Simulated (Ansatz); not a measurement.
**Property card for AgI**

AgI:
```
CELL_PARAMETERS angstrom
      3.68423     0.00000     0.00000
      0.00000     3.68423     0.00000
      0.00000     0.00000     3.68423
ATOMIC_POSITIONS crystal
  Ag 0.00000 0.00000 0.00000
  I  0.50000 0.50000 0.50000
```

Space group Pm-3m (No. 221), CsCl type; conventional cell a = 3.684 Å, b = 3.684 Å, c = 3.684 Å, α = 90.00°, β = 90.00°, γ = 90.00°.

Method: LDA in the plane-wave PAW code Ansatz. Structure relaxed to zero pressure with the same functional. Other levels are named where they apply.

### Cell and energy

* **Volume per atom**: 25.00 Å³
* **Density**: 7.80 g/cm³
* **Formation energy from the elements (no fitted shifts)**: 0.25 eV/atom

### Electronic structure

- Electronic character = metallic (no gap)
- Density of states at the Fermi level = 0.15 states/eV per atom (mean over ±0.08 eV)

### Mechanics

- Bulk modulus (Birch–Murnaghan fit) = 49.7 GPa
- Pressure derivative B′ = 4.7
- Elastic constants (relaxed ions, GPa) = C11 = 84.2, C12 = 33.2, C44 = -25.7
- Mechanical stability = unstable (C has a negative eigenvalue)

### Phonons

Zone-centre stability: unstable, softest mode 27i cm⁻¹

The first step of the workflow began from a Materials Project structure, measured or hypothetical; the Crystallography Open Database copy checked does not list it. It is not the phase usual at ambient conditions (space group No. 186, 216). The cell was relaxed with LDA under the symmetry of its start. The run is not spin-polarised. Its formation energy is positive at this level, so the cell may be metastable or incomplete. As this level gives no gap, shear constants depend on the k-mesh and smearing (Fermi–Dirac, 0.1 eV here). As this level gives no gap, phonon frequencies hold no LO–TO term and depend on the k-mesh and smearing (Fermi–Dirac, 0.1 eV here). The references are the lowest solids computed at this level, not always the standard phases. Scalar-relativistic: spin–orbit coupling is off unless named, which matters more the heavier the elements.

Potentials: the later of the program's two PAW sets.
